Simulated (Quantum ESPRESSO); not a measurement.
Parts of the isotropic shielding in Cs₂LiScF₆, by GIPAW with PBE in a modified build of Quantum ESPRESSO, on JTH PAW datasets, 22.5 Ha, k-mesh 3×3×3 shifted:

```xyz
10
Lattice="0.0000 4.3957 4.3957 4.3957 0.0000 4.3957 4.3957 4.3957 0.0000" Properties=species:S:1:pos:R:3 pbc="T T T"
Cs     6.5936     6.5936     6.5936
Cs     2.1979     2.1979     2.1979
Li     4.3957     4.3957     4.3957
Sc     0.0000     0.0000     0.0000
F      2.0631     4.3957     4.3957
F      6.7284     4.3957     4.3957
F      4.3957     2.0631     4.3957
F      4.3957     6.7284     4.3957
F      4.3957     4.3957     2.0631
F      4.3957     4.3957     6.7284
```
The geometry is a computed Materials Project entry, not a measured one. It is Cs2LiScF6 in Fm-3m; whether this form has been observed was not checked. Stability against distortions was not tested. The run has no spin polarisation.

The core term is that of the free atom's frozen core; the paramagnetic column sums the reconstruction terms. These are absolute shieldings with no macroscopic susceptibility term; δ = σ_ref − σ needs a reference computed alike. By our sweeps, such settings leave a few ppm in absolute σ on light atoms and up to some 20 ppm from Zn on. No spin–orbit coupling; Cs is the heaviest element present. PBE places the empty d or f states of Sc too low, which is known to distort σ on and beside such ions.

```csv
site,core,bare (smooth current),diamagnetic correction,paramagnetic corrections,σ_iso (ppm)
"Cs (atoms 1, 2)",5984.7,73.5,5.3,?,?
Li (atom 3),0.0,15.9,69.2,?,?
Sc (atom 4),1337.1,53.1,92.1,?,?
"F (atoms 5, 6, 7, 8, 9, 10)",306.4,57.4,50.7,?,?
```

Task: Fill in the missing entries.

Result: 
- Cs (atoms 1, 2), paramagnetic corrections: -601.9
- Cs (atoms 1, 2), σ_iso (ppm): 5461.7
- Li (atom 3), paramagnetic corrections: -0.7
- Li (atom 3), σ_iso (ppm): 84.4
- Sc (atom 4), paramagnetic corrections: -731.2
- Sc (atom 4), σ_iso (ppm): 751.1
- F (atoms 5, 6, 7, 8, 9, 10), paramagnetic corrections: -277.6
- F (atoms 5, 6, 7, 8, 9, 10), σ_iso (ppm): 136.9
